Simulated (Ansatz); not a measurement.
**Kick test of a cell of Si₂SnB₃**

The structure comes from a generated guess, relaxed at this level; another structure or a mixture of phases may lie lower.

Computed with DFT PBE, scalar-relativistic, plane waves, PAW in Ansatz. Plane waves to 420 eV, a k mesh through Γ of 8×8×12 on the computed 6-atom cell and Gaussian smearing (0.10 eV); no spin polarisation.

The cell below (6 atoms, space group Cmmm (No. 65)) is relaxed within its symmetry.

```
Si Sn B
1.0
     3.31290   -3.91857    0.00000
     3.31290    3.91857    0.00000
     0.00000    0.00000    2.94867
Si Sn B
2 1 3
Cartesian
  1.6565 1.9593 1.4743
  1.6565 -1.9593 1.4743
  3.3129 0.0000 0.0000
  3.3129 3.0354 0.0000
  3.3129 -3.0354 0.0000
  0.0000 0.0000 1.4743
```

For the test a repeat of it with 12 atoms (edges 2.95, 5.13, 10.26 Å) was strained at random (σ = 1.5 % a component), the atoms were moved at random (σ = 0.05 Å), and all was relaxed again on a coarse 8×4×2 mesh (in the run’s order of axes) with 0.20 eV smearing, with no symmetry imposed.

The cell is a metal run without spin; a magnetic state may lie lower.

Q: What happens?

A: It doesn't return. The energy falls by 232 meV/atom on that mesh, the volume changes by 7.0 %, and the end has space group Cmm2 (No. 35) at a loose tolerance. Relaxed again on an 8×12×8 mesh with 0.10 eV smearing, the new structure lies 247 meV/atom below the first (mesh in the axes of the run's cell; the cell below is made exact in the group named). Space group C222 (No. 21), orthorhombic, a = 6.707 Å, b = 8.121 Å, c = 2.957 Å. Si has 2 B at 2.09 Å, 2 B at 2.81 Å and 2 Sn at 2.81 Å; Sn is surrounded by 4 Si at 2.81 Å and 2 Sn at 2.96 Å; B on a site of symmetry 2 is surrounded by 3 B at 1.72–1.75 Å and 2 Si at 2.09 Å; around B on a site of symmetry 222 lie 4 B at 1.72 Å.

```
Si Sn B
1.0
     3.35330   -4.06044    0.00000
     3.35330    4.06044    0.00000
     0.00000    0.00000    2.95732
Si Sn B
2 1 3
Direct
  0.50000 0.00000 0.66403
  0.00000 0.50000 0.33597
  0.00000 0.00000 0.00000
  0.60779 0.39221 0.50000
  0.39221 0.60779 0.50000
  0.50000 0.50000 0.00000
```
